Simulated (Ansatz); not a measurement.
## ReW: computed property card

ReW:
```cif
data_ReW
_chemical_formula_sum 'W1 Re1'
_space_group_name_H-M_alt 'Pm-3m'
_space_group_IT_number 221
_space_group_name_Hall '-P 4 2 3'
_cell_length_a 3.13063
_cell_length_b 3.13063
_cell_length_c 3.13063
_cell_angle_alpha 90.000
_cell_angle_beta 90.000
_cell_angle_gamma 90.000
loop_
_atom_site_label
_atom_site_type_symbol
_atom_site_symmetry_multiplicity
_atom_site_Wyckoff_symbol
_atom_site_fract_x
_atom_site_fract_y
_atom_site_fract_z
_atom_site_occupancy
W1 W 1 a 0.00000 0.00000 0.00000 1
Re1 Re 1 b 0.50000 0.50000 0.50000 1
```

Space group Pm-3m (No. 221), CsCl type; conventional cell a = 3.131 Å, b = 3.131 Å, c = 3.131 Å, α = 90.00°, β = 90.00°, γ = 90.00°.

Method: DFT-r²SCAN in the program Ansatz with PAW potentials. Geometry: relaxed at this level of theory. Other levels are named where they apply.

Cell and energy:

| Quantity | Result |
|---|---|
| Volume per atom | 15.34 Å³ |
| Density | 20.03 g/cm³ |
| Formation energy from the elements (no fitted shifts) | 0.064 eV/atom |

Electronic structure:

| Property | Value |
|---|---|
| Electronic character | metallic (no gap) |
| Density of states at the Fermi level | 0.79 states/eV per atom (mean over ±0.08 eV) |
| Gap with spin–orbit coupling | none (metallic) |

Mechanics:

| Item | Result |
|---|---|
| Bulk modulus (Birch–Murnaghan fit) | 350 GPa |
| Pressure derivative B′ | 4.3 |
| Elastic constants (relaxed ions, GPa) | C11 = 517, C12 = 269, C44 = 182 |
| Mechanical stability | stable (all eigenvalues of C positive) |
| Hill bulk and shear moduli | 352 and 156 GPa |
| Young's modulus | 409 GPa |
| Poisson's ratio | 0.31 |
| Debye temperature from the elastic constants | 374 K |

Charges:

| Property | Result |
|---|---|
| Bader charges | W +0.57, Re -0.57 e |

The cell is a constructed one: a structure type filled with these elements; neither database checked (COD, Materials Project) lists it. Whether it is the stable phase at ambient conditions was not checked. The cell was relaxed with r²SCAN under the symmetry of its start; whether a distortion lowers the energy is not shown. The run is not spin-polarised. As this level gives no gap, shear constants depend on the k-mesh and smearing (Fermi–Dirac, 0.1 eV here). The references are the lowest solids computed at this level, not always the standard phases. Spin–orbit coupling is left out wherever it is not named.

Potentials: the later of the program's two PAW sets.
